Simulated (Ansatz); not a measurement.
Ansatz (a first-principles code) input:

Ansatz 0.2 input:
```yaml
crystal:
  lattice:
    - [3.9404037404, 0.0, 0.0]
    - [-1.9702018702, 3.4124897403, 0.0]
    - [0.0, 0.0, 6.1875484485]
  atoms:
    - { symbol: La, position: [0.6666666667, 0.3333333333, 0.7526276705] }
    - { symbol: La, position: [0.3333333333, 0.6666666667, 0.2473723295] }
    - { symbol: O, position: [0.6666666667, 0.3333333333, 0.3546986056] }
    - { symbol: O, position: [0.3333333333, 0.6666666667, 0.6453013944] }
    - { symbol: O, position: [0.0, 0.0, 0.0] }
kpoints:
  mp_grid: { grid: [8, 8, 5] }
basis: { xc_grid: 2, fft_grid_basis: typed }
hamiltonian:
  xc: pbe
  pseudopotentials: { kind: paw }
scf:
  occupations: { method: fixed }
checkpoint: { read: static.run }
output: { write_density: true, elf: true, volumetric_format: npy }
```

Output (shortened):

```
Pseudopotential: La, paw, valence charge 11
Pseudopotential: O, paw, valence charge 6
Functional definition: PBE
Crystal: 5 atoms, lattice volume = 83.201 Å³
Basis set: ecut = 420 eV, 1665 PW (Γ), exchange–correlation on 54×54×90 points (8 copies of the dense FFT grid, shifted against one another)
Bands: 25, of which v1, the nominal top of the filled ones, is band 20 counted from 1 (19 counted from 0)
Symmetry: 12 space group operations
Space group: P-3m1 (ITA 164), of the structure as read, at distance tolerance 4.4e-5 Å
k-points: 40 of 320
Stability of the state it starts from, as read at its close in the unpolarized treatment …
iter 1 solved again at ethr=3.44e-9 eV; its pass at ethr=3.10e-3 eV (dr2=1.37e-6 eV) is discarded
SCF iter   1: F=—  HF=-14212.068784 eV  |F-HF|=—  |Δ(HF+E_count)|=         —  Δρ=9.78e-8  dr2=1.03e-11  ethr=3.44e-9  ⟨swp⟩=4.2  Hψ=8080  notcnv=0  defer=117
preconditioner: auto → Resta (q_TF=auto, 2.415 Å⁻¹)
SCF iter   2: F=-14212.068784 eV  HF=-14212.068784 eV  |F-HF|=3.64e-12  |Δ(HF+E_count)|=  8.93e-10  Δρ=5.15e-8  dr2=2.63e-12  ethr=1.00e-12  ⟨swp⟩=14.3  Hψ=4956  notcnv=0
SCF 1 converged in 2 iterations: F = -14212.068784 eV  dr2 = 2.63e-12
SCF converged after 2 iterations
Free energy (F): -14212.068784 eV
Harris-Foulkes:  -14212.068784 eV  (|F-HF|=3.64e-12)
Internal energy: -14212.068784 eV  (E = F + TS)
E sigma→0 (E₀):  -14212.068784 eV
Fermi energy:    9.438511 eV
--- Per-component energies (eV) ---
  E_band       = -15.935147
  E_kinetic    = 911.225374
  E_local      = -1555.143424  (includes V_loc(G=0)·N_el)
  E_nonlocal   = 336.472038
  E_hartree    = 554.152363
  E_xc         = -503.106636
  E_vxc        = -581.493867  (∫ρ·V_xc dr)
  E_paw        = -11307.786773  (= ΣΔE_a)
  E_vpaw       = -235.307172  (= ΣTr[D̂ρ^β])
  E_aug_tail   = 0.007208  (compensation charges beyond the density's cutoff)
  E_ewald      = -2647.888934
  E_smearing   =  0.000000  (= −TS)
  E_closure    =  0.000000  (closes the sum)
  Σ components = -14212.068784   (vs F -14212.068784, Δ=0.00e0)
  [band-id]    e_kinetic+e_local+e_nonlocal+2·e_hartree+e_vxc+e_vpaw+e_augmentation_tail = -15.935117   (vs E_band -15.935147, Δ=3.06e-5)
--- Band table (eV; the first three rows and the last of 40) ---
  k-point 0: bands = ["-20.3807", "-20.1611", "-7.4045", "-6.1865", "-5.7222", "-3.8385", "-3.8385", "-3.6253", "-3.6253", "-3.5433", "-2.7808", "7.1602", "7.1602", "7.3008", "7.3008", "7.3963", "7.8545", "9.1230", "9.1230", "9.3767", "13.6979", "14.0573", …
  k-point 1: bands = ["-20.3609", "-20.1823", "-7.3497", "-6.1836", "-5.8301", "-3.8210", "-3.8210", "-3.6433", "-3.6433", "-3.4615", "-2.7955", "6.9877", "6.9877", "7.1588", "7.4663", "7.4663", "8.1144", "9.1500", "9.1500", "9.1798", "13.7941", "14.0925", …
  k-point 2: bands = ["-20.3097", "-20.2357", "-7.2452", "-6.1969", "-5.9929", "-3.7802", "-3.7802", "-3.6851", "-3.6851", "-3.3319", "-2.8262", "6.8501", "6.8501", "6.9513", "7.5889", "7.5889", "8.4156", "8.8144", "9.1994", "9.1994", "13.9975", "14.1443", …
  k-point 39: bands = ["-20.1364", "-20.1258", "-7.8177", "-7.7288", "-6.1293", "-4.3597", "-3.9560", "-3.8839", "-3.4879", "-2.4071", "-2.2494", "7.0583", "7.4434", "7.8033", "8.0454", "8.2655", "8.8617", "8.9758", "9.2859", "9.3007", "13.6757", "14.1081", …
```

Cost: around 5 core-seconds (rough) on shared cores.

The PBE relaxation kept the symmetry of its start; phonons on a q-mesh show no instability. Scalar-relativistic: spin–orbit coupling is off unless named, which matters more the heavier the elements.

Potentials: the later of the program's two PAW sets.

Ansatz is a plane-wave DFT program.
